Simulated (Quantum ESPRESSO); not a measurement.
# Strain and stress in Al2GaInP4

These are calculations, not measurements. They come from pw.x of Quantum ESPRESSO 7.5, a plane-wave density functional program, with PseudoDojo standard norm-conserving files (v0.5 for PBE, v0.4.1 for LDA and PBEsol). The cells are made up: elements, strain and atom displacements were drawn at random, and nothing was relaxed. There is no spin polarisation, spin-orbit coupling or dispersion term.

The cell has 8 sites of a zincblende or diamond lattice. Sites 1 to 4 hold Al Ga In Al; sites 5 to 8 hold P P P P. Cell vectors in Å: (5.680, 0.000, 0.000); (0.000, 5.680, 0.000); (0.000, 0.000, 5.680). Settings: PBE, cutoff 1088 eV, 4 x 4 x 4 k mesh shifted by half a step, Fermi-Dirac smearing of 0.025 eV.

Each run adds the same strain along x and y to one cell, with the atoms carried along; the vectors above are those of run 4. Stress is positive in tension and P is minus a third of its trace. E is the free energy for each atom above the lowest run shown.

```
run  strain (%)  s_xx (GPa)  s_yy (GPa)  s_zz (GPa)  s_xy (GPa)  P (GPa)  E (meV/atom)
  1       -2.08       -3.75       -3.02       -1.19        3.07     2.65          8.78
  2       -1.57       -2.77       -2.07       -0.58        2.88     1.80          4.62
  4        0.01        0.00        0.64        1.13        2.34    -0.59          0.00
  5        0.70        1.09        1.70        1.77        2.13    -1.52          1.72
  6        1.59        2.40        2.98        2.53        1.87    -2.64          6.96
  7        2.07        3.07        3.63        2.91        1.74    -3.20         11.16
  3       -0.55           ?           ?           ?           ?        ?             ?
```

A rerun of one of these cells at 1377 eV and k mesh 6 x 6 x 6 moved values by no more than 0.007 eV in the cell's energy, 0.02 GPa in stress and 0.002 eV/Å in force.

## Worked fit

A parabola through the six runs shown gives s_xx = -0.02 + 1.64 e - 0.073 e² GPa, with e in per cent and a scatter of 0.01 GPa. The slope is a stiffness of 164 ± 1 GPa for each unit of this strain at e = 0, the sum of the responses of s_xx to strain along x and along y. The atoms are clamped, and relaxing them would in general lower it. The error is the larger of the fit's own and the change that a cubic makes, rounded up.

## Withheld run

Question: what s_xx should run 3 give?

The fit gives -0.94 GPa. The calculation gave -0.94 GPa.

| run | strain (%) | s_xx (GPa) | s_yy (GPa) | s_zz (GPa) | s_xy (GPa) | P (GPa) | E (meV/atom) |
| --- | --- | --- | --- | --- | --- | --- | --- |
| 3 | -0.55 | -0.94 | -0.28 | 0.56 | 2.53 | 0.22 | 0.27 |